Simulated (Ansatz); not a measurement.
The calculation used DFT PBE, scalar-relativistic, plane waves, PAW (Ansatz). All cells share a 420 eV cutoff and Γ-centred k meshes spaced at most about 0.3 Å⁻¹ (about 0.25 or finer for metals, 2π included). No spin polarisation in the final relaxations.

These are static total energies at zero pressure.

Compare these two cells of Hf₃Ta₂F, each relaxed at this level.

1.

```cif
data_structure
_symmetry_space_group_name_H-M 'R-3m:H'
_symmetry_Int_Tables_number 166
_cell_length_a 6.2151
_cell_length_b 6.2151
_cell_length_c 10.1742
_cell_angle_alpha 90.000
_cell_angle_beta 90.000
_cell_angle_gamma 120.000
_cell_volume 340.35
loop_
_atom_site_label
_atom_site_type_symbol
_atom_site_symmetry_multiplicity
_atom_site_Wyckoff_symbol
_atom_site_fract_x
_atom_site_fract_y
_atom_site_fract_z
_atom_site_occupancy
Hf1 Hf 9 d 0.83333 0.16667 0.16667 1
Ta1 Ta 6 c 0.33333 0.66667 0.28618 1
F1 F 3 a 0.00000 0.00000 0.00000 1
```

2.

```cif
data_structure
_symmetry_space_group_name_H-M 'P4/mmm'
_symmetry_Int_Tables_number 123
_cell_length_a 2.9957
_cell_length_b 2.9957
_cell_length_c 12.6207
_cell_angle_alpha 90.000
_cell_angle_beta 90.000
_cell_angle_gamma 90.000
_cell_volume 113.26
loop_
_atom_site_label
_atom_site_type_symbol
_atom_site_symmetry_multiplicity
_atom_site_Wyckoff_symbol
_atom_site_fract_x
_atom_site_fract_y
_atom_site_fract_z
_atom_site_occupancy
Hf1 Hf 2 h 0.50000 0.50000 0.15000 1
Hf2 Hf 1 d 0.50000 0.50000 0.50000 1
Ta1 Ta 2 g 0.00000 0.00000 0.31713 1
F1 F 1 a 0.00000 0.00000 0.00000 1
```

Task: Which is lower in energy, and by how much?

Result: Cell 2 is lower, by 97 meV/atom. Cell 1 has space group R-3m (No. 166), 18.9 Å³/atom and no gap on its mesh; cell 2 has space group P4/mmm (No. 123), 18.9 Å³/atom and no gap. Counting Hf or Ta atoms around F (for each partner element, those within 1.25 times its shortest distance or 1.15 times the sum of covalent radii, where it is the nearest in units of that sum or under 1.3; the shortest distance is added where it exceeds 1.18 times the sum of covalent radii), cell 1 has F 6 and cell 2 has F 8 from 2.8 Å. Both come from invented guesses. A third cell relaxed alike, in P-3m1, lies 49 meV/atom below the lower of the two.

These runs have no spin–orbit coupling, which can matter for Hf and Ta. Cells relaxed within their symmetry can be saddle points.
